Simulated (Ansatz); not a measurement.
TiSb2: strain energy, fitted

TiSb2, I4/mcm, a = 6.635 Å, c = 5.714 Å. The structure is a COD entry; whether it is the stable form wasn't checked. Ansatz: PBEsol, PAW, 420 eV, Γ-centred 6×6×6 mesh on 12 atoms, Gaussian smearing 0.10 eV; no spin polarisation. Series: uniaxial strain along c, with a, b and atoms relaxed; x is the strain in per cent. y is the free energy over the unstrained cell, V0 = 20.963 Å³/atom.

| x (%) | y (meV/atom) |
| --- | --- |
| -3.0 | 6.25 |
| -2.0 | 2.34 |
| -1.0 | 0.31 |
| 0.0 | 0.00 |
| 1.0 | 1.14 |
| 2.0 | 3.56 |
| 3.0 | ? |

**Question.** Fit y = c2 x² + c3 x³ to the other rows, turn c2 into a modulus, and predict the missing energy.

**Answer.** Least squares on the rows shown. y = 0.7903 x² + 0.03945 x³. In eV per unit strain² c2 is 7.903; this is Young's modulus along the axis (E = ½ Y V0 ε²): 2 × 7.903 × 160.2 / (20.963) = 121 GPa. The unstrained cell keeps some stress along the strain, worth a slope of 0.38 meV/atom per %, which the form leaves out. With a term in x⁴ added, the coefficient of x² becomes 0.5994, 24 % less, which shows how far this figure hangs on the form. At x = 3.0 the fit asked for gives 8.18 meV/atom. The run gave 7.10 meV/atom, so the fit is 1.08 meV/atom too high, 15 % of the span of the series, against an rms of 0.34 meV/atom on the fitted rows. The row lies outside the fitted range. With a term in x⁴ added, a fit to the same known rows predicts 10.50 meV/atom, further off still.